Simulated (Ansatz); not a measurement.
Ansatz (a quantum-chemistry and plane-wave program) input:

Ansatz 0.2 input:
```yaml
crystal:
  lattice:
    - [4.6384727575, 0.0, 0.0]
    - [0.0, 4.6400881006, 0.0]
    - [0.0, 0.0, 3.0623678461]
  atoms:
    - { symbol: Mg, position: [0.5, 0.5, 0.5] }
    - { symbol: Mg, position: [0.0, 0.0, 0.0] }
    - { symbol: F, position: [0.8032488278, 0.1964293948, 0.5] }
    - { symbol: F, position: [0.1967511722, 0.8035706052, 0.5] }
    - { symbol: F, position: [0.3032488278, 0.3035706052, 0.0] }
    - { symbol: F, position: [0.6967511722, 0.6964293948, 0.0] }
kpoints:
  mp_grid: { grid: [4, 4, 5] }
hamiltonian:
  xc: hse06
  pseudopotentials: { kind: paw }
scf:
  n_extra_bands: 6
  occupations: { method: fixed }
output:
  eigenvalues: true
  eigenstates:
    e_range: [-9.0, 18.3]
    kpoints:
      - [0.0, 0.0, 0.0]  # VBM
      - [0.0, 0.0, 0.0]  # CBM
      - [0.0, 0.0, 0.0]  # GAMMA
      - [0.5, 0.0, 0.0]  # X
      - [0.0, 0.0, 0.5]  # Z
      - [0.5, 0.0, 0.5]  # U
      - [0.0, 0.5, 0.0]  # Y
      - [0.5, 0.5, 0.0]  # S
      - [0.0, 0.5, 0.5]  # T
      - [0.5, 0.5, 0.5]  # R
```

Output (shortened):

```
Pseudopotential: Mg, paw, valence charge 10
Pseudopotential: F, paw, valence charge 7
Functional definition: HSE06
davidson cushion auto → on  (no smearing: the cushion is to keep the highest requested band from converging to the state above it …
Crystal: 6 atoms, lattice volume = 65.911 Å³
Basis set: ecut = 420 eV, 1259 PW (Γ)
Bands: 30, of which v1, the nominal top of the filled ones, is band 24 counted from 1 (23 counted from 0)
Symmetry: 8 space group operations
Space group: Pnnm (ITA 58), of the structure as read, at distance tolerance 4.0e-5 Å
k-points: 27 of 80
SCF iter   1: F=—  HF=-7091.087965 eV  |F-HF|=—  |Δ(HF+E_count)|=         —  Δρ=7.32e-4  dr2=2.02e-4  ethr=1.77e-3  ⟨swp⟩=2.0  Hψ=5485  notcnv=0
preconditioner: auto → none
SCF iter   2: F=-7091.088509 eV  HF=-7091.088370 eV  |F-HF|=1.39e-4  |Δ(HF+E_count)|=   4.04e-4  Δρ=3.37e-4  dr2=3.95e-5  ethr=4.21e-7  ⟨swp⟩=5.1  Hψ=2477  notcnv=0  defer=11
SCF 1 stopped early in 2 iterations: F = -7091.088509 eV  dr2 = 3.95e-5
Crystal: 6 atoms, lattice volume = 65.911 Å³
Exchange kernel: α = 0.2500, screened, ω = 0.2079 Å⁻¹, Wigner–Seitz truncation, v(0) = 1039.0405 eV·Å³, q-mesh 4×4×5, nearest image of the exchange supercell L …
Frozen-core exchange: fock
SCF iter   1: F=—  HF=-7091.300007 eV  |F-HF|=—  |Δ(HF+E_count)|=         —  Δρ=8.27e-3  dr2=3.84e-2  ethr=8.22e-7  ⟨swp⟩=7.0  Hψ=4020  notcnv=0
preconditioner: auto → none
SCF iter   2: F=—  HF=-7091.288460 eV  |F-HF|=—  |Δ(HF+E_count)|=   1.15e-2  Δρ=4.83e-3  dr2=4.67e-3  ethr=8.22e-7  ⟨swp⟩=4.1  Hψ=3085  notcnv=0
SCF iter   3: F=—  HF=-7091.297263 eV  |F-HF|=—  |Δ(HF+E_count)|=   8.80e-3  Δρ=1.99e-3  dr2=1.77e-3  ethr=8.22e-7  ⟨swp⟩=4.0  Hψ=2648  notcnv=0
SCF iter   4: F=—  HF=-7091.296723 eV  |F-HF|=—  |Δ(HF+E_count)|=   5.40e-4  Δρ=4.80e-4  dr2=1.22e-4  ethr=8.22e-7  ⟨swp⟩=3.0  Hψ=2365  notcnv=0
SCF iter   5: F=—  HF=-7091.296829 eV  |F-HF|=—  |Δ(HF+E_count)|=   1.05e-4  Δρ=2.66e-4  dr2=3.37e-5  ethr=2.13e-7  ⟨swp⟩=3.5  Hψ=1965  notcnv=0  defer=4
iter 6 solved again at ethr=3.26e-10 eV; its pass at ethr=6.43e-8 eV (dr2=1.56e-7 eV) is discarded
SCF iter   6: F=-7091.296819 eV  HF=-7091.296819 eV  |F-HF|=1.20e-7  |Δ(HF+E_count)|=   9.69e-6  Δρ=2.61e-5  dr2=3.00e-6  ethr=3.26e-10  ⟨swp⟩=4.0  Hψ=4583  notcnv=0
SCF 2 stopped early in 6 iterations: F = -7091.296819 eV  dr2 = 3.00e-6
hybrid outer 1: dexx = +1.084e-2 eV, tail = 8.97e-5 eV
Crystal: 6 atoms, lattice volume = 65.911 Å³
Exchange kernel: α = 0.2500, screened, ω = 0.2079 Å⁻¹, Wigner–Seitz truncation, v(0) = 1039.0405 eV·Å³, q-mesh 4×4×5, nearest image of the exchange supercell L …
Frozen-core exchange: fock
SCF iter   1: F=—  HF=-7091.297075 eV  |F-HF|=—  |Δ(HF+E_count)|=         —  Δρ=5.38e-5  dr2=1.24e-6  ethr=9.34e-7  ⟨swp⟩=2.9  Hψ=1834  notcnv=0
preconditioner: auto → none
SCF iter   2: F=—  HF=-7091.297075 eV  |F-HF|=—  |Δ(HF+E_count)|=   3.27e-7  Δρ=2.63e-5  dr2=1.84e-7  ethr=2.22e-9  ⟨swp⟩=4.0  Hψ=2698  notcnv=0
SCF iter   3: F=-7091.297075 eV  HF=-7091.297075 eV  |F-HF|=6.20e-8  |Δ(HF+E_count)|=   1.20e-7  Δρ=1.45e-5  dr2=8.24e-8  ethr=3.33e-10  ⟨swp⟩=3.1  Hψ=2380  notcnv=0
SCF 3 converged in 3 iterations: F = -7091.297075 eV  dr2 = 8.24e-8
hybrid outer 2: dexx = +3.726e-7 eV, tail = 2.11e-7 eV, Δε = 2.49e-3 eV (about 2.46e-4 eV left of the loop's levels)
the search or the solves at the SCF's close seem to have found levels that the self-consistency loop had missed (the run counts 1) …
NSCF: frozen V_eff on 10 k-points
hybrid SCF converged: 2 outer / 9 inner (+2 warm-up), last move |dexx| = 3.73e-7 eV, tail = 2.11e-7 eV
Stability not checked (fock_operator)
Free energy (F): -7091.297075 eV
Frozen-core exchange: fock
Harris-Foulkes:  -7091.297075 eV  (|F-HF|=6.20e-8)
Internal energy: -7091.297075 eV  (E = F + TS)
E sigma→0 (E₀):  -7091.297075 eV
Fermi energy:    0.563934 eV
--- Per-component energies (eV) ---
  E_band       = -959.953305
  E_kinetic    = 994.594817
  E_local      = -5331.803222  (includes V_loc(G=0)·N_el)
  E_nonlocal   = 477.170910
  E_hartree    = 1926.980116
  E_xc         = -305.581389
  E_vxc        = -388.734377  (∫ρ·V_xc dr)
  E_exx        = -210.914446  (= α·E_x^exact, valence–valence)
  E_paw        = -1253.281681  (= ΣΔE_a)
  E_vpaw       = -143.333481  (= ΣTr[D̂ρ^β])
  E_aug_tail   = 0.008344  (compensation charges beyond the density's cutoff)
  E_ewald      = -3388.279970
  E_core_change = -0.190554  (= ΣΔE_core)
  E_smearing   =  0.000000  (= −TS)
  E_closure    = 0.000000  (closes the sum)
  Σ components = -7091.297075   (vs F -7091.297075, Δ=0.00e0)
  [band-id]    e_kinetic+e_local+e_nonlocal+2·e_hartree+e_vxc+2·e_exx+e_vpaw+e_augmentation_tail = -959.965670   (vs E_band -959.953305, Δ=-1.24e-2)
--- Band table (eV; the first three rows and the last of 27) ---
  k-point 0: bands = ["-74.1279", "-74.1271", "-39.0598", "-39.0598", "-39.0346", "-39.0346", "-39.0312", "-39.0271", "-21.6941", "-20.8571", "-20.8570", "-20.7986", "-3.5421", "-1.9721", "-1.5286", "-1.5254", "-1.3371", "-1.2881", "-0.6334", "-0.6332", …
  k-point 1: bands = ["-74.1270", "-74.1264", "-39.0554", "-39.0554", "-39.0461", "-39.0428", "-39.0345", "-39.0345", "-21.5505", "-20.8367", "-20.8366", "-20.8187", "-3.2932", "-1.7043", "-1.6662", "-1.4443", "-1.4148", "-1.4117", "-0.9328", "-0.9323", …
  k-point 2: bands = ["-74.1256", "-74.1254", "-39.0698", "-39.0686", "-39.0476", "-39.0475", "-39.0350", "-39.0350", "-21.2255", "-20.9413", "-20.8032", "-20.8032", "-2.7207", "-2.0638", "-1.9950", "-1.6174", "-1.5773", "-1.5767", "-1.0157", "-0.9091", …
  k-point 26: bands = ["-74.1255", "-74.1255", "-39.0691", "-39.0691", "-39.0478", "-39.0478", "-39.0351", "-39.0351", "-21.0354", "-21.0354", "-20.8468", "-20.8468", "-3.1413", "-3.1413", "-2.3962", "-2.3962", "-0.8779", "-0.8779", "-0.7872", "-0.7872", …
```

Cost: very roughly 60 core-seconds on shared cores.

The points marked VBM and CBM come from a semilocal run.

Space group P4_2/mnm (rutile). The cell was relaxed with PBEsol under the symmetry of its start. Point labels and valley counts follow the cell and symmetry of the run, lower than the named group.

Potentials: the later of the program's two PAW sets.

Ansatz is a plane-wave DFT program.
